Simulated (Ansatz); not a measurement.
**Optical constants of CoTe$_{2}$Rh**

Method: Ansatz 0.2.0, DFT LDA, scalar-relativistic, plane waves, PAW. Settings: 420 eV plane-wave cutoff, Γ-centred 12×12×8 mesh, Fermi-Dirac smearing of 0.15 eV. No spin polarisation.

The cell, relaxed at this level:
```
Co Te Rh
1.0
     3.90794    0.00000    0.00000
    -1.95397    3.38437    0.00000
     0.00000    0.00000    5.37026
Co Te Rh
1 2 1
Direct
  0.00000 0.00000 0.00000
  0.33333 0.66667 0.23308
  0.66667 0.33333 0.76692
  0.00000 0.00000 0.50000
```

The cell was built by swapping an element in a database structure (itself possibly hypothetical) and relaxing; it need not be the stable form of this composition. In a metal these results depend on the k mesh and the smearing. Spin polarisation was left out, and a magnetic state may lie lower. Spin–orbit coupling is left out, which matters for heavy elements.

Independent-particle response (no local fields, no excitons) on a 21×21×14 mesh, broadened by 0.1 eV; the Drude term is undamped and its weight carries the smearing above, which sets much of it in a semimetal. The run couldn't bound its error over part or most of this range, so small peaks and near ties are unsure. Light polarised along y. ε₁ lacks the small share of bands above those solved.

**Question.** Tabulate n, κ, the reflectivity and the absorption coefficient against photon energy.

**Answer.**
```csv
E (eV),n,κ,R,α (10⁵ cm⁻¹)
0.1,0.99,48.69,1.00,4.93
0.4,3.39,11.72,0.91,4.75
0.7,3.62,7.08,0.80,5.02
1.0,3.25,5.74,0.75,5.82
1.3,2.86,4.60,0.68,6.06
1.6,2.73,4.03,0.64,6.53
1.9,2.45,3.61,0.61,6.95
2.2,2.29,2.98,0.54,6.66
2.5,2.25,2.64,0.49,6.69
2.8,2.48,2.24,0.42,6.34
3.1,2.82,2.29,0.43,7.19
3.4,2.52,2.35,0.44,8.11
3.7,2.64,2.36,0.44,8.87
4.0,2.59,2.58,0.47,10.45
4.3,2.34,2.67,0.49,11.63
4.6,1.95,2.71,0.51,12.62
4.9,1.84,2.39,0.47,11.86
5.2,1.65,2.26,0.46,11.90
5.5,1.65,2.09,0.42,11.62
5.8,1.72,1.97,0.39,11.58
6.1,1.73,1.99,0.39,12.29
6.4,1.61,2.09,0.42,13.54
6.7,1.51,1.87,0.38,12.73
7.0,1.58,1.82,0.37,12.93
7.3,1.49,1.81,0.37,13.41
7.6,1.48,1.61,0.32,12.39
7.9,1.71,1.66,0.32,13.31
8.2,1.75,1.77,0.35,14.74
8.5,1.69,1.98,0.39,17.09
8.8,1.54,1.98,0.41,17.69
9.1,1.43,2.11,0.45,19.51
9.4,1.21,2.10,0.48,20.02
9.7,1.07,1.97,0.47,19.33
10.0,1.04,1.89,0.46,19.16
10.3,1.03,1.82,0.44,18.96
```

**Question.** Where is the highest local maximum of ε₂ between 0.3 and 10 eV?

**Answer.** At 3.2 eV, where ε₂ = 13.7.